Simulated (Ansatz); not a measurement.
Level of theory: DFT PBE, scalar-relativistic, plane waves, PAW in Ansatz 0.2.0. Settings: cutoff 420 eV, Γ-centred meshes spaced at most about 0.3 Å⁻¹, and about 0.25 Å⁻¹ or finer for metals (2π included), Gaussian smearing. No spin polarisation in the final relaxations.

These are static total energies at zero pressure.

Two relaxed structures of RbLa2Cl2:

A.

```cif
data_structure
_symmetry_space_group_name_H-M 'I4/mmm'
_symmetry_Int_Tables_number 139
_cell_length_a 4.6734
_cell_length_b 4.6734
_cell_length_c 15.9598
_cell_angle_alpha 90.000
_cell_angle_beta 90.000
_cell_angle_gamma 90.000
_cell_volume 348.57
loop_
_atom_site_label
_atom_site_type_symbol
_atom_site_symmetry_multiplicity
_atom_site_Wyckoff_symbol
_atom_site_fract_x
_atom_site_fract_y
_atom_site_fract_z
_atom_site_occupancy
Rb1 Rb 2 a 0.00000 0.00000 0.00000 1
La1 La 4 d 0.00000 0.50000 0.25000 1
Cl1 Cl 4 e 0.50000 0.50000 0.11763 1
```

B.

```cif
data_structure
_symmetry_space_group_name_H-M 'P6/mmm'
_symmetry_Int_Tables_number 191
_cell_length_a 7.1210
_cell_length_b 7.1210
_cell_length_c 5.5750
_cell_angle_alpha 90.000
_cell_angle_beta 90.000
_cell_angle_gamma 120.000
_cell_volume 244.83
loop_
_atom_site_label
_atom_site_type_symbol
_atom_site_symmetry_multiplicity
_atom_site_Wyckoff_symbol
_atom_site_fract_x
_atom_site_fract_y
_atom_site_fract_z
_atom_site_occupancy
Rb1 Rb 1 b 0.00000 0.00000 0.50000 1
La1 La 2 d 0.33333 0.66667 0.50000 1
Cl1 Cl 2 c 0.33333 0.66667 0.00000 1
```

Question: Which form is favoured at zero pressure, and by what margin per atom?

Answer: A is lower, by 240 meV/atom. A has space group I4/mmm (No. 139), 34.9 Å³/atom and no gap on its mesh; B has space group P6/mmm (No. 191), 49.0 Å³/atom and no gap. Counting Cl atoms around La and Rb (those within 1.25 times the shortest such distance or 1.15 times the sum of covalent radii; the shortest distance is added where it is long for a bond), A has Rb 8 from 3.8 Å, La 4 and B has Rb 12 from 5.0 Å, La 2. The denser one is the lower, and pressure would at first widen the difference. In A, Rb is surrounded by 8 Cl at 3.80 Å and 8 La at 4.62 Å; La is surrounded by 4 Cl at 3.15 Å, 4 La at 3.30 Å and 4 Rb at 4.62 Å; Cl is surrounded by 4 La at 3.15 Å, 1 Cl at 3.75 Å and 4 Rb at 3.80 Å. In B, Rb has 6 La at 4.11 Å; around La lie 2 Cl at 2.79 Å, 3 La at 4.11 Å and 3 Rb at 4.11 Å; Cl is surrounded by 2 La at 2.79 Å. Both come from invented guesses. A third cell relaxed alike, in I4/mmm, lies 93 meV/atom below the lower of the two.

In I4/mmm, P6/mmm an odd number of electrons in the primitive cell allows no gap without spin; a larger cell or a magnetic state could open one. A magnetic state wasn't ruled out in cells without spin, among them I4/mmm, P6/mmm. Cells relaxed within their symmetry can be saddle points.
